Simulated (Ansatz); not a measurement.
Suppose Rb5AlO4 takes space group P-43m (No. 215), with Rb on 4e and 1a; Al on 1b; O on 4e.

Level of theory: Ansatz, DFT PBE, scalar-relativistic, plane waves, PAW. Cutoff 420 eV, Γ-centred mesh, Gaussian smearing, no spin polarisation.

The zero of energy is the elements' standard structures at the same level (O₂ as a molecule); no fitted shifts are applied.

Q: Which cell and coordinates does it relax to?

A:

Space group P-43m (No. 215). a = 6.937 Å, b = 6.937 Å, c = 6.937 Å, α = 90.00°, β = 90.00°, γ = 90.00°
```tsv
atom	site	symmetry	x	y	z
Rb	4e	.3m	0.2716	0.2716	0.2716
Rb	1a	-43m	0.0000	0.0000	0.0000
Al	1b	-43m	0.5000	0.5000	0.5000
O	4e	.3m	0.6505	0.6505	0.6505
```

Around Rb on a site of symmetry 3m lie 3 O at 2.74 Å, 1 Al at 2.74 Å and 1 Rb at 3.26 Å; Rb on a site of symmetry -43m has 4 Rb at 3.26 Å and 4 O at 4.20 Å; Al is surrounded by 4 O at 1.81 Å and 4 Rb at 2.74 Å; around O lie 1 Al at 1.81 Å, 3 Rb at 2.74 Å, 3 O at 2.95 Å, 1 Rb at 4.20 Å and 3 Rb at 4.38 Å. Another local minimum with the same sites may exist.

Q: And its energy and gap?

A: The formation energy is −1.120 eV/atom and the gap on the 6×6×6 mesh of the 10-atom cell is 0.54 eV. Whether it is stable depends on the other phases of the system, which aren't compared here.

The last run used Gaussian smearing of 0.02 eV. Kohn–Sham gaps at this level usually fall short of measured ones. A structure relaxed within its symmetry needn't be a true minimum.
